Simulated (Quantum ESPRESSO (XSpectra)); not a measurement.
Quantum ESPRESSO (XSpectra) run for X-ray absorption at the Se K edge of BeSe (F-43m). Geometry: Materials Project entry mp-1541 (a computed structure). The cell is the entry's, not relaxed again. The ground-state test found a gap, so occupations are fixed and the excited electron is left out (charged cell on a uniform background); energies count from the highest occupied level. pw.x input:

```
&CONTROL
  calculation = 'scf'
  prefix = 'x'
  pseudo_dir = './pseudo'
  outdir = './out'
/
&SYSTEM
  ibrav = 0
  nat = 16
  ntyp = 3
  ecutwfc = 45
  tot_charge = 1
  occupations = 'fixed'
/
&ELECTRONS
  conv_thr = 1.6e-07
  mixing_beta = 0.4
/
ATOMIC_SPECIES
Seh 78.971 Se.lda-tm-gipaw-star1s.UPF
Be 9.012 Be.lda-tm-gipaw.UPF
Se 78.971 Se.lda-tm-gipaw.UPF
CELL_PARAMETERS angstrom
   0.000000000   -5.167940000   -5.167940000
   5.167940000    0.000000000   -5.167940000
   5.167940000   -5.167940000    0.000000000
ATOMIC_POSITIONS crystal
Be     0.500000000    0.500000000    0.500000000
Be     0.500000000    0.500000000    0.000000000
Be     0.500000000    1.000000000    0.500000000
Be     1.000000000    0.500000000    0.500000000
Be     0.500000000    0.000000000    0.000000000
Be     0.000000000    0.500000000    0.000000000
Be     0.000000000    0.000000000    0.500000000
Be     0.000000000    0.000000000    0.000000000
Seh    0.375000000    0.875000000    0.875000000
Se     0.375000000    0.875000000    0.375000000
Se     0.375000000    0.375000000    0.875000000
Se     0.875000000    0.875000000    0.875000000
Se     0.375000000    0.375000000    0.375000000
Se     0.875000000    0.875000000    0.375000000
Se     0.875000000    0.375000000    0.875000000
Se     0.875000000    0.375000000    0.375000000
K_POINTS automatic
2 2 2 0 0 0
```

xspectra.x input:

```
&input_xspectra
  calculation = 'xanes_dipole'
  edge = 'K'
  prefix = 'x'
  outdir = './out'
  xonly_plot = .false.
  xiabs = 1
  xcoordcrys = .false.
  xepsilon(1) = 1.0
  xepsilon(2) = 0.0
  xepsilon(3) = 0.0
  xniter = 1500
  xcheck_conv = 50
  xerror = 0.002
  x_save_file = 'x0.sav'
/
&plot
  xnepoint = 451
  xemin = -5.0
  xemax = 40.0
  xgamma = 1.5
  terminator = .true.
  cut_occ_states = .true.
/
&pseudos
  filecore = 'core.wfc'
/
&cut_occ
  cut_desmooth = 0.1
  cut_stepl = 0.01
  cut_ierror = 1e-6
/
3 3 3 1 1 1
```

End of the pw.x output:

```
     1.5411   1.5411   2.4636   2.4636   2.4636   3.5067   3.5067   3.5067
     4.0516   4.0516   4.0516   4.0938   4.0938   5.0637   5.0637   5.0637

          k =-0.3536 0.3536-0.3536 (  9558 PWs)   bands (ev):

   -11.8140  -7.9989  -7.8016  -7.1228  -7.1228  -7.1141  -7.1141  -6.8078
    -1.3905  -1.3905  -0.8553   0.2401   0.3826   0.4464   0.4464   1.6311
     1.9471   1.9471   1.9642   2.1215   2.1215   2.2968   2.2968   2.4708
     2.9963   3.2677   3.2706   3.2706   4.1379   4.1379   4.6374   4.6374

          k =-0.7071 0.0000 0.0000 (  9528 PWs)   bands (ev):

   -11.8103  -7.8858  -7.5713  -7.3822  -7.3822  -7.3725  -6.8365  -6.7558
    -1.1694  -1.1694  -0.8359   0.5550   0.7807   0.9002   0.9002   1.2840
     1.2840   1.7929   1.9914   1.9914   2.0416   2.0718   2.1124   2.4261
     2.5876   2.5876   3.5080   3.5080   3.9629   4.0133   4.0133   4.0185

     highest occupied level (ev):     5.0637

!    total energy              =    -341.41049620 Ry
     estimated scf accuracy    <       0.00000012 Ry

     The total energy is the sum of the following terms:
     one-electron contribution =      24.16889575 Ry
     hartree contribution      =      18.10897824 Ry
     xc contribution           =    -211.49426818 Ry
     ewald contribution        =    -172.19410201 Ry

     convergence has been achieved in  10 iterations

     XML data file, charge density, pseudopotentials, collected wavefunctions
```

xspectra.x output, shortened:

```
... Begin STEP 1 ...

        Radial transition matrix element(s) used in the calculation of the
        initial vector of the Lanczos basis (|tilde{phi}_abs> normalized)
        | For PAW proj. (l=1) #1: radial matrix element =   0.003687209
        | For PAW proj. (l=1) #2: radial matrix element =   0.004737717

NB: the     7 k-point are not all listed below because npool=  4
        |-------------------------------------------------------------
        ! k-point #     1:  ( 0.1179, -0.1179, -0.1179),  0.0741,   1
        |-------------------------------------------------------------
 okvan= F
        |   Norm of the initial Lanczos vector: 0.28534386E-02
        !   => CONVERGED at iter    250 with error=  0.00053699
        |-------------------------------------------------------------
        ! k-point #     2:  ( 0.3536, -0.3536,  0.1179),  0.0741,   1
        |-------------------------------------------------------------
 okvan= F
        |   Norm of the initial Lanczos vector: 0.28534462E-02
        !   => CONVERGED at iter    250 with error=  0.00102400
        |-------------------------------------------------------------
        ! k-point #     3:  ( 0.5893, -0.5893,  0.3536),  0.0741,   1
        |-------------------------------------------------------------
 okvan= F
        |   Norm of the initial Lanczos vector: 0.28534094E-02
        !   => CONVERGED at iter    250 with error=  0.00066210
        |-------------------------------------------------------------

        ...
... Begin STEP 2 ...

     The spectrum is calculated using the following parameters:
        energy-zero of the spectrum [eV]:    5.0637
        the occupied states are elimintate from the spectrum
        xemin [eV]:  -5.00
        xemax [eV]:  40.00
        xnepoint:  451
        constant broadening parameter [eV]:    1.500
        Core level energy [eV]: -0.1266E+05
         (from electron binding energy of neutral atoms in X-ray data booklet)

     Cross-section successfully written in xanes.dat

     ... End STEP 2 ...

     xanes        :      3.59s CPU      3.63s WALL (       1 calls)

     -------------------------------------------------------------------------
                                END JOB XSpectra
     -------------------------------------------------------------------------
```

xanes.dat for the field along x, every fifth line (energy in eV, cross section):

```
   -5.000   4.2300e-05
   -4.500   4.5640e-05
   -4.000   4.9440e-05
   -3.500   5.3820e-05
   -3.000   5.8890e-05
   -2.500   6.4830e-05
   -2.000   7.1860e-05
   -1.500   8.0280e-05
   -1.000   9.0530e-05
   -0.500   1.0320e-04
    0.000   1.1910e-04
    0.500   1.3980e-04
    1.000   1.6690e-04
    1.500   2.0370e-04
    2.000   2.5410e-04
    2.500   3.2250e-04
    3.000   4.1160e-04
    3.500   5.1910e-04
    4.000   6.3800e-04
    4.500   7.5420e-04
    5.000   8.5090e-04
    5.500   9.1820e-04
    6.000   9.5240e-04
    6.500   9.5770e-04
    7.000   9.4780e-04
    7.500   9.3620e-04
    8.000   9.2510e-04
    8.500   9.0710e-04
    9.000   8.8240e-04
    9.500   8.5500e-04
   10.000   8.2890e-04
   10.500   8.0790e-04
   11.000   7.8730e-04
   11.500   7.6400e-04
   12.000   7.3530e-04
   12.500   7.0240e-04
   13.000   6.7660e-04
   13.500   6.6470e-04
   14.000   6.5930e-04
   14.500   6.4770e-04
   15.000   6.2050e-04
   15.500   5.7750e-04
   16.000   5.3330e-04
   16.500   5.0140e-04
   17.000   4.8140e-04
   17.500   4.6860e-04
   18.000   4.6430e-04
   18.500   4.6990e-04
   19.000   4.7990e-04
   19.500   4.8760e-04
   20.000   4.9190e-04
   20.500   4.9610e-04
   21.000   5.0310e-04
   21.500   5.1040e-04
   22.000   5.1200e-04
   22.500   5.0730e-04
   23.000   5.0440e-04
   23.500   5.0840e-04
   24.000   5.1450e-04
   24.500   5.1620e-04
   25.000   5.1400e-04
   25.500   5.1140e-04
   26.000   5.0890e-04
   26.500   5.0470e-04
   27.000   4.9930e-04
   27.500   4.9660e-04
   28.000   4.9800e-04
   28.500   5.0120e-04
   29.000   5.0270e-04
   29.500   5.0000e-04
   30.000   4.9390e-04
   30.500   4.8770e-04
   31.000   4.8570e-04
   31.500   4.8910e-04
   32.000   4.9510e-04
   32.500   4.9990e-04
   33.000   5.0240e-04
   33.500   5.0200e-04
   34.000   4.9670e-04
   34.500   4.8620e-04
   35.000   4.7600e-04
   35.500   4.7200e-04
   36.000   4.7620e-04
   36.500   4.8730e-04
   37.000   5.0350e-04
   37.500   5.2250e-04
   38.000   5.3850e-04
   38.500   5.4310e-04
   39.000   5.3400e-04
   39.500   5.1910e-04
   40.000   5.0760e-04
```
